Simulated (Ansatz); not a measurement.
IrRu in space group R-3m (No. 166; Ru on 3b, Ir on 3a) at seven volumes, the program Ansatz at the LDA level (PAW), shape and atoms relaxed at each. One row is withheld.

| V (Å³/atom) | P (GPa) |
|---|---|
| 12.256 | 45.82 |
| 12.660 | ? |
| 13.064 | 12.67 |
| 13.468 | 0.00 |
| 13.872 | -10.62 |
| 14.276 | -19.50 |
| 14.680 | -26.90 |

Q: Fit the shown pressures and predict the withheld one.

A: Third-order Birch–Murnaghan: P = (3/2)B₀(x^(7/2) − x^(5/2))[1 + (3/4)(B′ − 4)(x − 1)] with x = (V₀/V)^(2/3). Least squares on the six rows gives V₀ = 13.468 Å³/atom, B₀ = 385.6 GPa, B′ = 4.90. At V = 12.660, x = 1.0421 and P = 27.77 GPa. The run itself gave 27.80 GPa.

The workflow started from a Materials Project entry (that database holds measured and hypothetical structures alike); the Crystallography Open Database copy checked does not list it. With Ru and Ir taken as one species the cell has the higher symmetry Fm-3m, so it may be an ordered model of a mixed-site phase. Its standing as an ambient phase is unchecked. Symmetry was held in the LDA relaxation; whether a distortion lowers the energy is not shown. No spin polarisation was allowed. Scalar-relativistic: spin–orbit coupling is off unless named, which matters more the heavier the elements.

Potentials: the later of the program's two PAW sets.
